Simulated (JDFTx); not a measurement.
TiAl3(101) slab cut from bulk TiAl3 (space group I4/mmm, indices of the conventional cell, lattice of the Materials Project entry mp-542915, not re-optimised): 9 atoms in 9 planes, a 1x1 cell of 17.92 Å² (|a| = 3.822, |b| = 5.062 Å), 6.8 Å between the outermost planes, Al outermost, slab composition Ti2Al7, cell height 23.0 Å, 6×6×1 k mesh, Fermi smearing 0.01 Ha, no spin polarisation. Whether this polymorph is the ambient one wasn't checked. Neither spin polarisation nor a larger cell was tried.

Computed with JDFTx (a modified build): PBE, GBRV ultrasoft potentials, plane waves to 20/100 Ha. Liquid: linear PCM (GLSSA13), water, 0.5 M NaF. Between zero charge and -0.51 V from it the run gives σ = -8.3 μC/cm², a mean capacitance of 16.2 μF/cm². The liquid has ε = 78.4, a 1:1 salt at 0.5 M with linear (Debye) response, and T = 298 K.

Working it through: the Debye length, the diffuse-layer capacitance, and the inner capacitance that is left when the two stand in series.

Each ion has density c = 0.5 × 6.022×10⁻⁴ = 3.011e-04 Å⁻³. λ² = ε kT / (8π (e²/4πε₀) c) with kT = 0.02568 eV and e²/4πε₀ = 14.40 eV Å gives λ = 4.30 Å; the log prints 4.30 Å. C_diffuse = ε₀ε/λ = 161 μF/cm². Then 1/C_inner = 1/16.2 − 1/161, so C_inner = 18.0 μF/cm², which equals a vacuum gap of ε₀/C_inner = 0.49 Å. The diffuse layer takes 10 % of the potential drop; the rest lies between the electrode's charge and the onset of the dielectric, with the electrode's own (quantum) capacitance in it. The split is a model: in the calculation solvent and ions share one smooth cavity.
